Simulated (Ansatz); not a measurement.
A: HgSe (zinc blende), a = 6.2600 Å, b = 6.2600 Å, c = 6.2600 Å, α = 90.00°, β = 90.00°, γ = 90.00°
B: FeO (rock salt), a = 4.309 Å, b = 4.309 Å, c = 4.309 Å, α = 90.00°, β = 90.00°, γ = 90.00°
C: NaF (rock salt), a = 4.7016 Å, b = 4.7016 Å, c = 4.7016 Å, α = 90.00°, β = 90.00°, γ = 90.00°

Scan: energy over volume and axial ratio (atoms clamped). One method and one kind of scan serve all of them; meshes and ranges differ. All were relaxed with their symmetry unable to fall. At this level the bands of HgSe touch or barely overlap. FeO is run spin-polarised and with no Hubbard U; the real compound is an antiferromagnetic insulator, a state that this run doesn't describe. Relaxed FeO ends ferromagnetic. Spin-orbit coupling is left out. The relaxed volume of HgSe is well above the measured one; the method has no dispersion term. The relaxed volume of NaF is well above the measured one; the method has no dispersion term. The magnetic order is the one the run started from; other orders were not tried. (This holds for the magnetic or f-shell members.)

### Question
Order them by shear modulus C′ = (C11 − C12)/2 (fitted) (highest first) at the level PBE (plane waves to 420 eV, PAW, scalar-relativistic; Ansatz, a program for electronic structure).

### Answer
B (60 GPa), C (34 GPa), A (7 GPa)

(Under strain, the slope of the energy per volume gives the stress and its curvature an elastic modulus.)
